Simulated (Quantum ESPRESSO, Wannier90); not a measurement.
Al (fcc (Cu type)), plane waves to Wannier functions

```
Al
1.0
    0.00000     2.01946     2.01946
    2.01946     0.00000     2.01946
    2.01946     2.01946     0.00000
Al
1
Direct
  0.00000   0.00000   0.00000
```

Structure: Materials Project mp-134, symmetrised, not relaxed again. This is the element's usual structure. Method: PBEsol plane waves in Quantum ESPRESSO 7.5 (PseudoDojo norm-conserving files, 32 Ry, no spin polarisation, no spin-orbit coupling), Bloch states on a 10×10×10 mesh through Γ, Wannier90 4.0.1. Density: 18×18×18 mesh, cold smearing 0.01 Ry.

Functional, cutoff and mesh named above are those of the base row (10×10×10); the first column says what each row takes instead. Model: 4 functions from bands 1-10, start hydrogen-like Al: s;p, frozen window tied to the conduction edge or Fermi level of each row, as listed, which moves Ω_I and hoppings a little by itself. Energies are relative to the Fermi level; the misfit is to pw.x on a path, for states up to 1.0 eV relative to the Fermi level. Only the mesh of Bloch states changes. The disentangled Ω_I can sit in another minimum from row to row.

```json
[
 {"mesh": "4×4×4", "frozen to (eV)": "1.50", "Ω_I (Å²)": "4.21", "rms misfit (meV)": "588", "k-points (cost)": "64"},
 {"mesh": "5×5×5", "frozen to (eV)": "1.50", "Ω_I (Å²)": "4.62", "rms misfit (meV)": "252", "k-points (cost)": "125"},
 {"mesh": "7×7×7", "frozen to (eV)": "1.50", "Ω_I (Å²)": "4.94", "rms misfit (meV)": "155", "k-points (cost)": "343"},
 {"mesh": "8×8×8", "frozen to (eV)": "1.50", "Ω_I (Å²)": "___", "rms misfit (meV)": "88", "k-points (cost)": "512"},
 {"mesh": "10×10×10", "frozen to (eV)": "1.50", "Ω_I (Å²)": "5.49", "rms misfit (meV)": "56", "k-points (cost)": "1000"},
 {"mesh": "12×12×12", "frozen to (eV)": "1.50", "Ω_I (Å²)": "5.77", "rms misfit (meV)": "20", "k-points (cost)": "1728"}
]
```

### Question
What belongs in the gaps?

### Answer

- 8×8×8, Ω_I (Å²): 5.31
